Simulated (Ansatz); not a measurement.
The start is a generated trial cell of MgO in the GeS structure type. The structure is fully relaxed (lattice and positions, P = 0) with PBEsol (plane waves to 420 eV, PAW, scalar-relativistic; Ansatz, a quantum-chemistry and plane-wave program). The first steps use a coarse 3×8×7 k-mesh.

Input geometry:
```
CELL_PARAMETERS angstrom
      8.52795     0.00000     0.00000
      0.00000     2.96483     0.00000
      0.00000     0.00000     3.50241
ATOMIC_POSITIONS crystal
  Mg 0.12210 0.25000 0.12770
  Mg 0.37790 0.75000 0.62770
  Mg 0.87790 0.75000 0.87230
  Mg 0.62210 0.25000 0.37230
  O  0.84950 0.25000 0.50230
  O  0.65050 0.75000 0.00230
  O  0.15050 0.75000 0.49770
  O  0.34950 0.25000 0.99770
```

```yaml
energy_released: 0.85 eV/atom
volume_change: -15.5 %, from 11.07 to 9.35 Å³/atom
Shortest distances (start → end): "The closest pairs of elements (up to four, under 3.6 Å), start → end: Mg–O 1.98 → 2.11 Å; Mg–Mg 2.71 → 2.98 Å; O–O 2.85 → 2.98 Å"
band_gap_at_the_end: 4.62 eV, direct at Γ (no spin-orbit coupling)
optimiser_moves: 10
```

The end point of the relaxation:

Space group Fm-3m (No. 225); a = b = c = 4.2141 Å, α = β = γ = 90.00°

```
atom  site  symmetry       x       y       z
----  ----  --------  ------  ------  ------
Mg      4a      m-3m  0.0000  0.0000  0.0000
O       4b      m-3m  0.5000  0.5000  0.5000
```
(The calculation used a cell of 2 atoms; values per cell refer to that cell.)

Final values are on a 13×13×13 k-mesh of the relaxed cell. No spin polarisation in the result.

The run could not lose the symmetry of its start; a randomly shaken copy of 4 atoms returns to this structure.
